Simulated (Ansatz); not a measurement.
# Bi: the functional and the phonons

Bi in the rhombohedral A7 structure, in a typed cell, not relaxed.

```
Bi
1.0
     2.29000    1.32213    4.03333
    -2.29000    1.32213    4.03333
     0.00000   -2.64426    4.03333
Bi
2
Direct
  0.23350 0.23350 0.23350
  0.76650 0.76650 0.76650
```

Computed with Ansatz (plane-wave DFT, scalar-relativistic): PBE; all-electron PAW datasets (no frozen core) at 280 eV; k mesh 8×8×8; Fermi–Dirac smearing of 0.1 eV; no spin. Harmonic phonons by finite displacements, frequencies in cm⁻¹, imaginary ones marked i; at Γ the three translations are left out and no LO–TO term is added.

Caveats: coarse k mesh.

At 36.63 Å³ an atom it gives top Γ mode (cm⁻¹) 104; lowest Γ mode (cm⁻¹) 77.

Problem. Repeat with r2SCAN in the same cell, on the same kind of potentials and mesh. What changes?

Solution. 
```tsv
functional	cutoff (eV)	volume (Å³/atom)	top Γ mode (cm⁻¹)	lowest Γ mode (cm⁻¹)
r2SCAN in the same cell	310	36.63	108	75
```
